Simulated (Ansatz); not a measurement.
Polymorphs of TiC2, each relaxed with the program Ansatz at the PBE level (PAW):

A: P-3m1
a = 2.613 Å, b = 2.613 Å, c = 4.214 Å, α = 90.00°, β = 90.00°, γ = 120.00°

| atom | site | symmetry | x | y | z |
|---|---|---|---|---|---|
| Ti | 1a | -3m. | 0.0000 | 0.0000 | 0.0000 |
| C | 2d | 3m. | 0.6667 | 0.3333 | 0.4496 |

B: P6/mmm
a = 2.6703 Å, b = 2.6703 Å, c = 3.8634 Å, α = 90.00°, β = 90.00°, γ = 120.00°

```tsv
atom	site	symmetry	x	y	z
Ti	1a	6/mmm	0.0000	0.0000	0.0000
C	2d	-6m2	0.3333	0.6667	0.5000
```

Task: Rank these by energy per atom at 0 K (lowest first), as PBE gives it.

Result: A (+0 meV/atom), B (+106 meV/atom)

Typed or built starts, not in the databases checked: A; B. All cells were relaxed under the symmetry of their starts (and spin orders); stability against distortions was not tested throughout. Named crystals with no word on spin ran without spin polarisation.

Energies hold the estimated change up to a 700 eV cutoff; steps of a few meV lie near the error of the meshes.

Potentials: the earlier of the program's two PAW sets.
